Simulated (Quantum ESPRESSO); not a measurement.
pw.x input (Quantum ESPRESSO 7.5; PBEsol, PseudoDojo standard norm-conserving files, scalar-relativistic):

```
&CONTROL
  calculation = 'scf'
  pseudo_dir = './pseudo'
  outdir = './out'
  tprnfor = .true.
  tstress = .true.
/
&SYSTEM
  ibrav = 0
  nat = 5
  ntyp = 3
  ecutwfc = 84.0
  ecutrho = 336.0
  occupations = 'smearing'
  smearing = 'fd'
  degauss = 0.002
  nbnd = 16
/
&ELECTRONS
  conv_thr = 5e-10
/
ATOMIC_SPECIES
C 12.0110 C.upf
Mg 24.3050 Mg.upf
Al 26.9815 Al.upf
CELL_PARAMETERS angstrom
  3.390649985000   0.000000000000   0.000000000000
 -1.695324992000   2.936389022000   0.000000000000
  0.000000000000   0.000000000000   5.823720000000
ATOMIC_POSITIONS crystal
C   0.333333333000   0.666666667000   0.270080000000
C   0.666666667000   0.333333333000   0.729920000000
Mg   0.000000000000   0.000000000000   0.000000000000
Al   0.666666667000   0.333333333000   0.350010000000
Al   0.333333333000   0.666666667000   0.649990000000
K_POINTS automatic
9 9 6 0 0 0
```

End of the output:

```

[...]
     the Fermi energy is     9.2671 ev
!    total energy              =    -151.94067921 Ry
     estimated scf accuracy    <          1.3E-10 Ry
     smearing contrib. (-TS)   =      -0.00000000 Ry
     internal energy E=F+TS    =    -151.94067921 Ry
     The total energy is F=E-TS. E is the sum of the following terms:
     one-electron contribution =     -87.16554466 Ry
     hartree contribution      =      50.49832776 Ry
     xc contribution           =     -28.62877992 Ry
     ewald contribution        =     -86.64468238 Ry
     convergence has been achieved in  13 iterations
     Forces acting on atoms (cartesian axes, Ry/au):
     atom    1 type  1   force =    -0.00000000   -0.00000000    0.00135161
     atom    2 type  1   force =    -0.00000000   -0.00000000   -0.00135161
     atom    3 type  2   force =     0.00000000    0.00000000    0.00000000
     atom    4 type  3   force =     0.00000000    0.00000000    0.00141367
     atom    5 type  3   force =     0.00000000    0.00000000   -0.00141367
     Total force =     0.002766     Total SCF correction =     0.000006
     Computing stress (Cartesian axis) and pressure
          total   stress  (Ry/bohr**3)                   (kbar)     P=      -22.19
  -0.00014348   0.00000000   0.00000000          -21.11        0.00        0.00
   0.00000000  -0.00014348   0.00000000            0.00      -21.11        0.00
   0.00000000   0.00000000  -0.00016556            0.00        0.00      -24.36
```
In a gapped system the printed Fermi energy is only some level inside the gap.

Geometry of the Materials Project entry, not relaxed at this level.
